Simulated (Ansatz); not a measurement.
A calculation with the code Ansatz. Plane-wave DFT: an element X is put into a periodic supercell of the crystal below and the atoms relax. X is one of the candidates, and is told by the neutral defect's formation energy over the elements (uncorrected), its moments where the run had spin, and its relaxed neighbours, eight at most.

```
cell
1.0
     3.9893    0.0000    0.0000
     0.0000    4.4815    0.0000
     0.0000    0.0000   11.2766
Ga La Si
1 4 3
Direct
  0.0000 0.0000 0.0676
  0.0000 0.0000 0.3602
  0.0000 0.5000 0.8552
  0.5000 0.5000 0.1433
  0.5000 0.0000 0.6418
  0.0000 0.5000 0.5670
  0.5000 0.5000 0.4344
  0.5000 0.0000 0.9305
```

| quantity | value |
| --- | --- |
| host atoms in supercell | 32 |
| functional | PBEsol |
| wave cutoff | 420 eV |
| k mesh | 3, 3, 2 |
| k shift | 0, 0, 0.5 mesh steps |
| gaussian smearing | 0.05 eV |
| start displacement | 0.05 angstrom |
| electrons started on | no chosen atoms |
| candidate elements | H, N, O, Na, Ti, Nb |
| found formation energy | -0.837 eV |
| found largest move from host sites | 0.087 angstrom |

| supercell vector | supercell times a (host cell vectors) | supercell times b (host cell vectors) | supercell times c (host cell vectors) |
| --- | --- | --- | --- |
| A | 0 | 2 | 0 |
| B | 2 | -1 | 0 |
| C | 0 | 0 | -1 |

| change element | change kind | change place a (host cell vectors) | change place b (host cell vectors) | change place c (host cell vectors) |
| --- | --- | --- | --- | --- |
| X | interstitial | 0.5 | 0.5 | -0.2708 |

```csv
found neighbour element,found neighbour distance (angstrom)
La,2.366
La,2.366
La,2.432
La,2.433
Si,2.826
Si,2.827
```

Problem. Which element is X?

Solution. H.

Caveats: one random start near the defect, so other minima are possible; the supercell is small.
